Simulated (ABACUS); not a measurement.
Consider a self-consistent single point of CsSnI3 (Pm-3m, 5 atoms in the cell; from Materials Project mp-614013, changed as shown).

```xyz
5
Lattice="6.2013 0.0000 0.0000 0.0000 6.2013 0.0000 0.0000 0.0000 6.2013" Properties=species:S:1:pos:R:3 pbc="T T T"
Cs     3.1006     3.1006     3.1006
Sn     0.0000     0.0000     0.0000
I      3.1006     0.0000     0.0000
I      0.0000     3.1006     0.0000
I      0.0000     0.0000     3.1006
```

Method: PBE, numerical atomic orbitals DZP (confined pseudo-atomic orbitals with Gaussian additions; energy shift 0.003 Ry), PseudoDojo 0.5 standard norm-conserving PBE (tails mended) pseudopotentials (ABACUS).

ABACUS settings:

* **basis**: DZP numerical atomic orbitals, energy shift 0.003 Ry
* **KPT**: Gamma 4 4 4 0 0 0
* **basis_type**: lcao
* **dft_functional**: PBE
* **ecutwfc**: 100 Ry
* **smearing_method**: gaussian
* **smearing_sigma**: 0.000734986 Ry
* **potentials**: PseudoDojo 0.5 standard norm-conserving PBE (tails mended)
* **symmetry**: 1
* **symmetry_prec**: 1e-05
* **ks_solver**: scalapack_gvx
* **scf_nmax**: 100
* **scf_thr**: 1.0e-07
* **mixing_type**: pulay
* **mixing_beta**: 0.7

Results:

| Quantity | Result |
|---|---|
| Number of valence electrons | 44 |
| Number of bands | 32 |
| Number of k-points after the program's reduction | 10 |
| Size of the basis | 78 |
| Number of SCF iterations | 9 |
| Free energy E − TS | -3841.6958 eV |
| Top of the valence band (on the code's own zero) | 4.40 eV |
| Gap on the k-point mesh | 0.27 eV |
| Pressure | 0.76 GPa |

Stress (GPa, positive for compression):
```
0.76  0.00  0.00
0.00  0.76  0.00
0.00  0.00  0.76
```

The gap is read on the k-point mesh of the run and can differ from the gap over the whole zone at this level.

For comparison: a first run was changed to give this one (volume scaled by 0.96), and from it to this one the free energy rises by 4.5 meV/atom, the pressure goes from 0.00 to 0.76 GPa and the gap on the mesh goes from 0.448 to 0.268 eV.

Spin-orbit coupling is left out, which matters for bands and gaps with elements this heavy. The atom-centred basis is finite, which shifts total energies, pressures and gaps against plane waves. The structure comes from a collection of computed structures, made at another level of theory; the collection holds predicted forms beside known ones.

Cost on one core: around 18 core-seconds (rough).

The atomic orbitals were generated for these runs; they are not ABACUS's published sets and were checked against plane waves on a few crystals only.

“Tails mended”: in these copies of the files the far tail of each local potential was reset to the Coulomb form.
